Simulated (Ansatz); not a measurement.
# A vibration from a frozen displacement in BiTe

Method: DFT PBEsol, scalar-relativistic, plane waves, PAW in Ansatz. The runs took a 420 eV cutoff, a Γ-centred 12×12×12 mesh and Gaussian smearing (0.15 eV). Spin–orbit coupling is left out, which matters for the heavy elements here. No spin polarisation. Energies are free energies at this smearing, counted from the undisturbed cell; pressure is positive in compression.

Zero of the scan (as given, not relaxed at this level; it stands at -2.5 GPa, and it needn't be the usual structure):

```
CELL_PARAMETERS angstrom
2.42271 1.39875 3.31729
-2.42271 1.39875 3.31729
0.00000 -2.79750 3.31729
ATOMIC_POSITIONS crystal
Bi 0.50000 0.50000 0.50000
Te 0.00000 0.00000 0.00000
```

Every Te atom is moved by x along the Cartesian unit vector (0.000, -0.860, -0.510); the cell and all other atoms stay fixed. The cell's volume is 67.45 Å³; the moved atoms weigh 127.600 u together and the others 208.980 u. Some rows repeat others by symmetry and weren't run.

```
  x (Å)  ΔE (meV/cell) total force on the moved atoms along the move (eV/Å) pressure (GPa)
-0.1000           8.79                                                0.1794         -2.3392
-0.0875           6.70                                                0.1555         -2.3778
-0.0750           4.90                                                0.1322         -2.4111
-0.0625           3.39                                                0.1094         -2.4393
-0.0500           2.16                                                0.0870         -2.4623
-0.0375           1.22                                                0.0650         -2.4802
-0.0250           0.54                                                0.0432         -2.4929
 0.0000           0.00                                                0.0000         -2.5031
 0.0250           0.54                                               -0.0432         -2.4929
 0.0375           1.22                                               -0.0650         -2.4802
 0.0500           2.16                                               -0.0870         -2.4623
 0.0625           3.39                                               -0.1094         -2.4393
 0.0750           4.90                                               -0.1322         -2.4111
 0.0875           6.70                                               -0.1555         -2.3778
 0.1000           8.79                                               -0.1794         -2.3392
```

What frequency belongs to this motion?

The force constant is k = −dF/dx = 1.728 eV/Å², from the parabola through x = -0.0250, 0 and 0.0250. In every cell the moved atoms swing against the rest, so the mass is μ = m₁m₂/(m₁ + m₂) = 79.226 u, and ν̃ = 521.5 cm⁻¹ × √(|k|/μ) = 77 cm⁻¹, at this cell's pressure of -2.5 GPa. The pattern needn't be a normal mode: ν̃² is then a weighted mean of the squared nonzero frequencies at the zone centre of this cell, so it lies between the lowest and the highest of them.

How far does the harmonic law reach?

At x = -0.100 Å, kx²/2 = 8.64 meV against the computed 8.79 meV (+1.8 %): the well is still close to harmonic there.

In a metal these slopes depend on the k mesh and the smearing.